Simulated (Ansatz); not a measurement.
This Na2CrCuC6N6 structure is the end of a relaxation. The cell was found from a structure generator's guess, not taken from experiment.

These are results of DFT PBE, scalar-relativistic, plane waves, PAW (Ansatz), not measurements. Cutoff 420 eV, Γ-centred mesh, Gaussian smearing, collinear spin.

```yaml
crystal:
  lattice:
    - [0.00000, 5.34559, 5.34559]
    - [5.34559, 0.00000, 5.34559]
    - [5.34559, 5.34559, 0.00000]
  atoms:
    - { symbol: Na, position: [0.25000, 0.25000, 0.25000] }
    - { symbol: Na, position: [0.75000, 0.75000, 0.75000] }
    - { symbol: Cr, position: [0.00000, 0.00000, 0.00000] }
    - { symbol: Cu, position: [0.50000, 0.50000, 0.50000] }
    - { symbol: C, position: [0.81162, 0.18838, 0.18838] }
    - { symbol: C, position: [0.18838, 0.81162, 0.18838] }
    - { symbol: C, position: [0.18838, 0.18838, 0.81162] }
    - { symbol: C, position: [0.18838, 0.81162, 0.81162] }
    - { symbol: C, position: [0.81162, 0.18838, 0.81162] }
    - { symbol: C, position: [0.81162, 0.81162, 0.18838] }
    - { symbol: N, position: [0.70176, 0.29824, 0.29824] }
    - { symbol: N, position: [0.29824, 0.70176, 0.29824] }
    - { symbol: N, position: [0.29824, 0.29824, 0.70176] }
    - { symbol: N, position: [0.29824, 0.70176, 0.70176] }
    - { symbol: N, position: [0.70176, 0.29824, 0.70176] }
    - { symbol: N, position: [0.70176, 0.70176, 0.29824] }
```

Formation energies are uncorrected and refer to the elements' standard structures at the same level (N₂ as a molecule).

Task: What space group does it have?

Result: Fm-3m (No. 225). Conventional cell: a = 10.691 Å. Around Na lie 12 N at 3.81 Å and 12 C at 3.84 Å (long against covalent radii, as for large ions); around Cr lie 6 C at 2.01 Å; Cu is surrounded by 6 N at 2.16 Å; around C lie 1 N at 1.17 Å, 1 Cr at 2.01 Å, 4 C at 2.85 Å, 1 Cu at 3.33 Å, 4 N at 3.77 Å, 4 Na at 3.84 Å and 4 N at 3.97 Å; N has 1 C at 1.17 Å, 1 Cu at 2.16 Å, 4 N at 3.05 Å, 1 Cr at 3.19 Å, 4 C at 3.77 Å, 4 Na at 3.81 Å and 4 C at 3.97 Å.

Task: How far does it lie from the elements in energy?

Result: +0.25 eV/atom. A positive value: parting into the elements would lower its energy.

Task: Is it a metal?

Result: Yes, bands cross the Fermi level on the 6×6×6 mesh.

Task: Which magnetic moments does it keep?

Result: 0.19 μB per atom net, the space between the atoms included; by site: Cr 1.8; Cu 0.4 μB.

Task: From what recipe could a structure generator have reached it?

Result: One such recipe: cyanide-bridged rock-salt net of two metals, 2 guest cations a cell (Fm-3m, No. 225). Other recipes can lead to the same cell.

The last run used collinear spin, a 6×6×6 mesh for its 16-atom cell and Gaussian smearing of 0.10 eV. The reference form of C is held partly by dispersion forces, which this level lacks. Another magnetic order may lie lower. A structure relaxed within its symmetry needn't be a true minimum.
